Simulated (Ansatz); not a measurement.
AlRu:
Space group Pm-3m (No. 221); a = 2.976 Å, b = 2.976 Å, c = 2.976 Å, α = 90.00°, β = 90.00°, γ = 90.00°

```json
[
 {"atom": "Al", "site": "1a", "symmetry": "m-3m", "x": "0.0000", "y": "0.0000", "z": "0.0000"},
 {"atom": "Ru", "site": "1b", "symmetry": "m-3m", "x": "0.5000", "y": "0.5000", "z": "0.5000"}
]
```

Relaxed with PBEsol.

### Question
Which orbitals make up the states near the Fermi level in the program Ansatz at the PBEsol level (PAW)?

### Answer
Within 0.5 eV of the Fermi level: Ru 4d 84 %, Al 3p 11 %. Projections are on Löwdin-orthogonalised atomic valence shells; empty p or d shells of many metals are not among them.

### Question
Tabulate the density of states.

### Answer
States/eV per cell of 2 atoms, in 0.25 eV bins, energy from the Fermi level.

| E (eV) | total | Ru 4d | Al 3p | Al 3s |
|---|---|---|---|---|
| -7.85 | 0.26 | 0.01 | 0.08 | 0.08 |
| -7.60 | 0.29 | 0.02 | 0.10 | 0.09 |
| -7.35 | 0.32 | 0.02 | 0.11 | 0.10 |
| -7.10 | 0.36 | 0.03 | 0.13 | 0.12 |
| -6.85 | 0.41 | 0.05 | 0.15 | 0.13 |
| -6.60 | 0.48 | 0.08 | 0.16 | 0.16 |
| -6.35 | 0.60 | 0.14 | 0.19 | 0.20 |
| -6.10 | 1.26 | 0.53 | 0.24 | 0.40 |
| -5.85 | 1.51 | 0.67 | 0.27 | 0.49 |
| -5.60 | 0.77 | 0.41 | 0.15 | 0.19 |
| -5.35 | 0.51 | 0.26 | 0.11 | 0.12 |
| -5.10 | 0.40 | 0.19 | 0.11 | 0.07 |
| -4.85 | 0.33 | 0.14 | 0.12 | 0.05 |
| -4.60 | 0.51 | 0.24 | 0.18 | 0.05 |
| -4.35 | 0.83 | 0.44 | 0.28 | 0.06 |
| -4.10 | 1.25 | 0.70 | 0.41 | 0.07 |
| -3.85 | 2.08 | 1.21 | 0.66 | 0.08 |
| -3.60 | 2.43 | 1.67 | 0.57 | 0.08 |
| -3.35 | 2.18 | 1.70 | 0.37 | 0.04 |
| -3.10 | 1.63 | 1.30 | 0.29 | 0.01 |
| -2.85 | 1.93 | 1.57 | 0.33 | 0.00 |
| -2.60 | 1.36 | 1.07 | 0.27 | 0.00 |
| -2.35 | 0.80 | 0.57 | 0.21 | 0.00 |
| -2.10 | 1.31 | 1.03 | 0.23 | 0.00 |
| -1.85 | 2.61 | 2.14 | 0.38 | 0.02 |
| -1.60 | 2.26 | 1.84 | 0.33 | 0.02 |
| -1.35 | 1.57 | 1.37 | 0.14 | 0.01 |
| -1.10 | 3.22 | 2.79 | 0.30 | 0.02 |
| -0.85 | 3.40 | 2.97 | 0.29 | 0.02 |
| -0.60 | 2.57 | 2.24 | 0.22 | 0.01 |
| -0.35 | 2.08 | 1.78 | 0.21 | 0.02 |
| -0.10 | 1.69 | 1.44 | 0.17 | 0.01 |
| 0.15 | 1.39 | 1.18 | 0.14 | 0.01 |
| 0.40 | 0.68 | 0.50 | 0.12 | 0.01 |
| 0.65 | 0.38 | 0.23 | 0.10 | 0.01 |
| 0.90 | 0.32 | 0.19 | 0.08 | 0.01 |
| 1.15 | 0.27 | 0.16 | 0.07 | 0.00 |
| 1.40 | 0.22 | 0.13 | 0.05 | 0.00 |
| 1.65 | 0.28 | 0.20 | 0.05 | 0.00 |
| 1.90 | 0.41 | 0.29 | 0.09 | 0.00 |
| 2.15 | 0.68 | 0.46 | 0.17 | 0.00 |
| 2.40 | 1.78 | 1.17 | 0.45 | 0.05 |
| 2.65 | 1.07 | 0.58 | 0.34 | 0.06 |
| 2.90 | 0.86 | 0.39 | 0.30 | 0.09 |
| 3.15 | 0.69 | 0.28 | 0.28 | 0.07 |
| 3.40 | 0.65 | 0.21 | 0.26 | 0.10 |
| 3.65 | 0.54 | 0.16 | 0.24 | 0.07 |
| 3.90 | 0.51 | 0.13 | 0.22 | 0.09 |
| 4.15 | 0.43 | 0.10 | 0.19 | 0.09 |
| 4.40 | 0.39 | 0.08 | 0.18 | 0.10 |
| 4.65 | 0.35 | 0.06 | 0.15 | 0.10 |

Symmetry was held in the PBEsol relaxation; of distortions, only those at the zone centre were tested. No spin polarisation was allowed. Spin–orbit coupling is left out wherever it is not named.

Potentials: the earlier of the program's two PAW sets.
